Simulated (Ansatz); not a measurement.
Method: DFT PBE, scalar-relativistic, plane waves, PAW in Ansatz. All cells share a 420 eV cutoff and Γ-centred k meshes spaced at most about 0.3 Å⁻¹ (about 0.25 or finer for metals, 2π included). No spin polarisation in the final relaxations.

Each of these unrelaxed guesses is relaxed in cell and atoms within its symmetry. A guess keeps its type if space group and coordination stay and the shape of the cell changes little (axis ratios within about 15 %, angles within 6°); the volume may change.

1. TiW3C4

Space group I4/mmm (No. 139). a = 4.898 Å, b = 4.898 Å, c = 9.796 Å, α = 90.00°, β = 90.00°, γ = 90.00°
```
atom  site  symmetry       x       y       z
  Ti    2a     4/mmm  0.0000  0.0000  0.0000
   W    4d      -4m2  0.5000  0.0000  0.2500
   W    2b     4/mmm  0.5000  0.5000  0.0000
   C    4c      mmm. 0.5000  0.0000  0.0000
   C    4e       4mm  0.5000  0.5000  0.2500
```

2. Ge5Pd

Space group P6/mmm (No. 191). a = 5.106 Å, b = 5.106 Å, c = 5.467 Å, α = 90.00°, β = 90.00°, γ = 120.00°
| atom | site | symmetry | x | y | z |
| --- | --- | --- | --- | --- | --- |
| Ge | 2d | -6m2 | 0.3333 | 0.6667 | 0.5000 |
| Ge | 2c | -6m2 | 0.3333 | 0.6667 | 0.0000 |
| Ge | 1b | 6/mmm | 0.0000 | 0.0000 | 0.5000 |
| Pd | 1a | 6/mmm | 0.0000 | 0.0000 | 0.0000 |

3. MgCd2SeS2

Space group P-4m2 (No. 115). a = 4.452 Å, b = 4.452 Å, c = 7.541 Å, α = 90.00°, β = 90.00°, γ = 90.00°
```
atom  site  symmetry       x       y       z
  Mg    1a      -4m2  0.0000  0.0000  0.0000
  Cd    2g      2mm. 0.5000  0.0000  0.8328
  Se    1b      -4m2  0.5000  0.5000  0.0000
   S    2g      2mm. 0.5000  0.0000  0.3183
```

Problem. Which keep their type?

Solution. Guesses 1 and 2 keep their type.

```tsv
guess	kept	start group	end group	V start (Å³/atom)	V end	b/a and c/a, end over start	nearest neighbours start	nearest neighbours end
1	yes	I4/mmm	I4/mmm	14.7	10.4	1.00, 1.00	C 6, Ti 6, W 6	C 6, Ti 6, W 6
2	yes	P6/mmm	P6/mmm	20.6	18.2	1.00, 1.02	Ge 8, Pd 8	Ge 8, Pd 8
3	no	P-4m2	P-4m2	24.9	26.3	1.00, 1.77	Cd 4, Mg 4, S 9, Se 4	Cd 5, Mg 4, S 5, Se 4
```

Neighbours count within 15 % of an atom's shortest distance; end groups are read at 0.02 Å (0.05 Å in metals).

Weakly bound directions are ill-defined at this level, which has no dispersion term (MgCd2SeS2 P-4m2). Spin–orbit coupling, which can matter for W, is left out. Cells relaxed within their symmetry can be saddle points.
